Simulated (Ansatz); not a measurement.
**NiI₃ in the ReO3-type structure**

Method: PBEsol, scalar-relativistic; collinear spin; PAW, 420 eV, Γ-centred 6×6×6 mesh, 0.05 eV Gaussian smearing; code Ansatz; PAW files: Ansatz's generated set soft_2.

```yaml
crystal:
  lattice:
    - [5.22789, 0.00000, 0.00000]
    - [0.00000, 5.22789, 0.00000]
    - [0.00000, 0.00000, 5.22789]
  atoms:
    - { symbol: Ni, position: [0.00000, 0.00000, 0.00000] }
    - { symbol: I, position: [0.50000, 0.00000, 0.00000] }
    - { symbol: I, position: [0.00000, 0.00000, 0.50000] }
    - { symbol: I, position: [0.00000, 0.50000, 0.00000] }
```

The cell came from substitution into a structure type; whether the compound takes it is for experiment to say. The ideal cubic cell shuts out tilts of the octahedra, which such structures often take.

Magnetic state: weakly polarised, site spin moments Ni 0.05 μB.

Cell and atoms are those of this level's equilibrium.

Path: Γ–X–M–Γ–R–X | R–M, with Γ = (0.000, 0.000, 0.000), X = (0.000, 0.500, 0.000), M = (0.500, 0.500, 0.000), R = (0.500, 0.500, 0.500) in reciprocal vectors of the calculation's cell.

Bands as a text map, energy in eV from the Fermi level (dashes), each leg drawn with the same width, + spin up, o spin down, # both:
```
  3.71 |     #           o                           
  3.43 |                 +                           
  3.14 |                        #                    
  2.86 |    #             #                          
  2.57 |                                             
  2.29 |   #                   #                     
  2.00 |              o    #        o       ooooooooo
  1.71 |  #          #+#      #    #+#      +#+++++++
  1.43 |##          #       ##        #       #      
  1.14 |                #         #   ##             
  0.86 |           #     o       o             #     
  0.57 |          #      +       +     ##            
  0.29 |             ###  #     #  ###o oo  #########
  0.00 |---------#-o#---o--#---#--#---##++-----#-----
 -0.29 |###ooooo####oooo#oo####  ##   #####o    ##ooo
 -0.57 | +###########+#+### # # ## oooo# +##oooooo###
 -0.86 | o###   ############# #####+++##### +++##++##
 -1.14 |##########++++++++++###o#       ##o#     # ++
 -1.43 |###########       #####+         ###      #  
 -1.71 |  ##o    #o########## #           #        ##
 -2.00 |   ###  ####+    ###   #         ##          
 -2.29 |    +###    #o ###                 #         
 -2.57 |      ##########  #     #       # ##       ##
 -2.86 |        +o                       ##       #  
 -3.14 |         +o      #       #     ###       #   
 -3.43 |          #######        o#######   #########
 -3.71 |        ###########     #+ ####  ## #########
 -4.00 |    #####        +##   #           #         
        Γ      X      M      Γ      R      XR       M
```

(1) By these bands, is it a metal or an insulator, and if it has a gap, where are the band edges on this path?

Answer:

(1) A metal: bands cross the Fermi level.

Scalar-relativistic only: spin–orbit splittings of the heavy atoms' levels are missing. The run wasn't fully tested for a lower electronic state. So small a moment in a metal hangs on mesh and smearing, and semilocal functionals can overstate it, so the real crystal may have none. Site moments are of spin, integrated over atomic spheres. No antiparallel order was tried, and in such compounds it can hold moments and open a gap where a parallel start collapses.
